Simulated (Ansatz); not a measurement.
**BeS: computed property card**

BeS:
```
CELL_PARAMETERS angstrom
      3.43404     0.00000     0.00000
     -1.71702     2.97397     0.00000
      0.00000     0.00000     5.66121
ATOMIC_POSITIONS crystal
  Be 0.33333 0.66667 0.99947
  S  0.66667 0.33333 0.12553
  Be 0.66667 0.33333 0.49947
  S  0.33333 0.66667 0.62553
```

Space group P6_3mc (No. 186), wurtzite; conventional cell a = b = 3.434 Å, c = 5.661 Å, α = β = 90.00°, γ = 120.00°.

Method: plane-wave PAW r²SCAN (Ansatz code). The cell and atoms are relaxed at this level. Other levels are named where they apply.

### Cell and energy

```json
{
 "volume_per_atom": "14.45 Å³",
 "density": "2.36 g/cm³",
 "Formation energy from the elements (no fitted shifts)": "-1.22 eV/atom"
}
```

### Electronic structure

```json
{
  "band_gap": "4.09 eV (indirect)",
  "valence_band_maximum": "at Γ",
  "conduction_band_minimum": "at K (2 equivalent valleys)",
  "smallest_direct_gap_on_the_standard_path": "5.64 eV",
  "electron_effective_mass": "0.30, 0.51, 0.51 mₑ (principal values)",
  "Hole effective mass, band 1 of 2 at the edge": "1.5 along x, 1.3 along z (mₑ)",
  "Hole effective mass, band 2 of 2 at the edge": "0.27 along x, 1.3 along z (mₑ)",
  "HSE06 gap on the r²SCAN cell": "4.65 eV"
}
```

### Mechanics

```json
{
  "Bulk modulus (Birch–Murnaghan fit)": "97.1 GPa",
  "Pressure derivative B′": "3.8",
  "Elastic constants (relaxed ions, GPa)": "C11 = 196, C12 = 55.5, C13 = 36.3, C33 = 226, C44 = 58.2",
  "mechanical_stability": "stable (all eigenvalues of C positive)",
  "hill_bulk_and_shear_moduli": "97.1 and 69.0 GPa",
  "Young's modulus": "167 GPa",
  "Poisson's ratio": "0.21",
  "debye_temperature_from_the_elastic_constants": "731 K",
  "Piezoelectric stress constants (proper, relaxed ions, C/m²)": "e15 = e24 = e31 = e32 = -0.09, e33 = 0.31"
}
```

### Charges

```json
{
 "bader_charges": "Be +1.67, S -1.67 e"
}
```

The start of the workflow was typed in or built on a structure type; neither database checked (COD, Materials Project) lists it. COD files the formula under space group No. 216. Its standing as an ambient phase is unchecked. Symmetry was held in the r²SCAN relaxation; whether a distortion lowers the energy is not shown. Signs of piezoelectric constants follow the polarity of the cell as given. The references are the lowest solids computed at this level, not always the standard phases.

Potentials: the later of the program's two PAW sets.
